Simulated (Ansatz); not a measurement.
TaTe:
```cif
data_TaTe
_chemical_formula_sum 'Ta1 Te1'
_space_group_name_H-M_alt 'Pm-3m'
_space_group_IT_number 221
_space_group_name_Hall '-P 4 2 3'
_cell_length_a 3.40456
_cell_length_b 3.40456
_cell_length_c 3.40456
_cell_angle_alpha 90.000
_cell_angle_beta 90.000
_cell_angle_gamma 90.000
loop_
_atom_site_label
_atom_site_type_symbol
_atom_site_symmetry_multiplicity
_atom_site_Wyckoff_symbol
_atom_site_fract_x
_atom_site_fract_y
_atom_site_fract_z
_atom_site_occupancy
Ta1 Ta 1 a 0.00000 0.00000 0.00000 1
Te1 Te 1 b 0.50000 0.50000 0.50000 1
```

Relaxed with r²SCAN.

Q: Tabulate the valence density and the electron localisation function along the shortest Te–Te contact (3.40 Å), DFT-r²SCAN in the program Ansatz with PAW potentials.

A: 

```csv
distance from Te (Å),density (e/Å³),ELF
0.34,11.43,0.03
0.51,5.90,0.11
0.68,2.36,0.26
0.85,0.92,0.38
1.02,0.52,0.44
1.19,0.35,0.43
1.36,0.23,0.31
1.53,0.17,0.17
1.70,0.16,0.12
1.87,0.17,0.17
2.04,0.23,0.31
2.21,0.35,0.43
2.38,0.52,0.44
2.55,0.92,0.38
2.72,2.36,0.26
2.89,5.90,0.11
3.06,11.43,0.03
```

The density is the valence pseudo-density with augmentation charge, so density and ELF within about 1 Å of a nucleus are not all-electron values.

The start of the workflow was typed in or built on a structure type; neither database checked (COD, Materials Project) lists it. Whether it is the stable phase at ambient conditions was not checked. Symmetry was held in the r²SCAN relaxation; its stability against distortions is not shown here. No spin polarisation was allowed. Its formation energy is positive at this level, so the cell may be metastable or incomplete. Spin–orbit coupling is left out wherever it is not named.

Potentials: the earlier of the program's two PAW sets.
